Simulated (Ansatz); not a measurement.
## BN, first-principles data

BN:
```yaml
crystal:
  lattice:
    - [2.50011, 0.00000, 0.00000]
    - [-1.25005, 2.16516, 0.00000]
    - [0.00000, 0.00000, 4.02234]
  atoms:
    - { symbol: B, position: [0.00000, 0.00000, 0.00000] }
    - { symbol: B, position: [0.00000, 0.00000, 0.50000] }
    - { symbol: N, position: [0.33333, 0.66667, 0.25000] }
    - { symbol: N, position: [0.66667, 0.33333, 0.75000] }
```

Space group P6_3/mmc (No. 194), NiAs type; conventional cell a = b = 2.5001 Å, c = 4.0223 Å, α = β = 90.00°, γ = 120.00°.

Method: DFT-PBE in the program Ansatz with PAW potentials. The cell and atoms are relaxed at this level. Other levels are named where they apply.

**Cell and energy**

```
Property                                                      Value
-----------------------------------------------------  ------------
Volume per atom                                             5.44 Å³
Density                                                  3.79 g/cm³
Formation energy from the elements (no fitted shifts)  0.60 eV/atom
```

**Electronic structure**

```
Item                                                                       Result
----------------------------------------  ---------------------------------------
Band gap                                                       1.48 eV (indirect)
Valence-band maximum                      on the Γ–M line, 36 % of the way from Γ
Conduction-band minimum                               at K (2 equivalent valleys)
Smallest direct gap on the standard path                                  5.31 eV
Electron effective mass                    0.40, 0.64, 0.64 mₑ (principal values)
Hole effective mass                         0.22, 0.72, 1.4 mₑ (principal values)
HSE06 gap on the PBE cell                                                 2.49 eV
```

**Mechanics**

```
Item                                                                                      Result
-------------------------------------  ---------------------------------------------------------
Bulk modulus (Birch–Murnaghan fit)                                                       369 GPa
Pressure derivative B′                                                                       3.9
Elastic constants (relaxed ions, GPa)  C11 = 646, C12 = 392, C13 = 35.5, C33 = 1120, C44 = -58.1
Mechanical stability                                      unstable (C has a negative eigenvalue)
```

**Dielectric response**

```
Quantity                                                      Value
----------------------------------------  -------------------------
Electronic dielectric constant ε∞ (DFPT)  8.17 (xx = yy), 9.33 (zz)
Born charges (a third of the trace)              B +3.59, N -3.59 e
```

**Phonons**

```
Quantity                                                                       Value
--------------------------------------------------  --------------------------------
Highest zone-centre frequency (without LO–TO term)                         1098 cm⁻¹
Zone-centre stability                               unstable, softest mode 754i cm⁻¹
Dynamical stability on the path                          unstable, down to 754i cm⁻¹
```

**Charges**

```
Property                   Result
-------------  ------------------
Bader charges  B +1.98, N -1.98 e
```

A made-up cell: these elements were put on the sites of a structure type. Its sites differ from those of the usual phase in this space group: another stacking or structure type. The cell was relaxed with PBE under the symmetry of its start. Its formation energy is positive at this level, so the cell may be metastable or incomplete. The references are the lowest solids computed at this level, not always the standard phases (solids in place of the gases).

Potentials: the later of the program's two PAW sets.
